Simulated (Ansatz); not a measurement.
Task: Each is relaxed and computed with r²SCAN (plane waves, PAW; program Ansatz). Which is the only one with a gap?
A) MgO, rock salt
B) SiW, rock salt
C) InAs, rock salt
D) CoH, rock salt

Result: A, MgO, rock salt. MgO: gap 5.68 eV (direct); SiW: metal; CoH: metal; InAs: metal. Spin orders computed, not proven ground states: CoH, rock salt ferromagnetic. Constructed cells (a structure type filled with these elements, in neither database checked): SiW, rock salt. Built on a structure type that need not be the filed one of that space group: InAs, rock salt. Not the usual ambient phase: InAs, rock salt. Standing as an ambient phase not checked: CoH, rock salt. All cells were relaxed under the symmetry of their starts (and spin orders); stability against distortions was not tested throughout. Rows with no word on spin ran without spin polarisation. Spin–orbit coupling is left out wherever it is not named.

Potentials: the later of the program's two PAW sets.
